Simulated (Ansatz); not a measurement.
## Is this Ba2CdB2 structure a true minimum?

The structure comes from a generated guess, relaxed at this level; another structure or a mixture of phases may lie lower.

Theory: DFT PBE, scalar-relativistic, plane waves, PAW in Ansatz. Cutoff 420 eV; k points 8×8×4 on the computed 5-atom cell (Γ-centred); Gaussian smearing, width 0.10 eV; no spin polarisation.

The cell below (5 atoms, space group P4/mmm (No. 123)) is relaxed within its symmetry.

```
CELL_PARAMETERS angstrom
5.07925 0.00000 0.00000
0.00000 5.07925 0.00000
0.00000 0.00000 8.95318
ATOMIC_POSITIONS crystal
Ba 0.50000 0.50000 0.00000
Ba 0.00000 0.00000 0.00000
Cd 0.50000 0.50000 0.50000
B 0.50000 0.50000 0.25993
B 0.50000 0.50000 0.74007
```

For the test a repeat of it with 10 atoms (edges 5.08, 8.95, 10.16 Å) was strained at random (σ = 1.5 % a component), the atoms were moved at random (σ = 0.10 Å), and all was relaxed again on a coarse 4×4×2 mesh (in the run’s order of axes) with 0.20 eV smearing, with no symmetry imposed.

Question: Does it come back?

Answer: It doesn't return. The energy falls by 1233 meV/atom on that mesh, the volume changes by -37.1 %, and the end has space group Immm (No. 71) at a loose tolerance. Relaxed again on a 12×12×12 mesh with 0.10 eV smearing, the new structure lies 1234 meV/atom below the first (mesh in the axes of the run's cell; the cell below is made exact in the group named). Space group Immm (No. 71), orthorhombic, a = 3.920 Å, b = 4.635 Å, c = 15.909 Å. Ba has 4 B at 3.04 Å, 1 B at 3.27 Å, 4 Cd at 3.91 Å and 2 Ba at 3.92 Å; around Cd lie 2 B at 2.23 Å, 8 Ba at 3.91 Å and 2 Cd at 3.92 Å; B has 1 Cd at 2.23 Å, 4 Ba at 3.04 Å and 1 Ba at 3.27 Å.

```cif
data_structure
_symmetry_space_group_name_H-M 'Immm'
_symmetry_Int_Tables_number 71
_cell_length_a 3.9197
_cell_length_b 4.6349
_cell_length_c 15.9089
_cell_angle_alpha 90.000
_cell_angle_beta 90.000
_cell_angle_gamma 90.000
_cell_volume 289.02
loop_
_atom_site_label
_atom_site_type_symbol
_atom_site_symmetry_multiplicity
_atom_site_Wyckoff_symbol
_atom_site_fract_x
_atom_site_fract_y
_atom_site_fract_z
_atom_site_occupancy
Ba1 Ba 4 i 0.00000 0.00000 0.84542 1
Cd1 Cd 2 c 0.50000 0.50000 0.00000 1
B1 B 4 i 0.50000 0.50000 0.86007 1
```
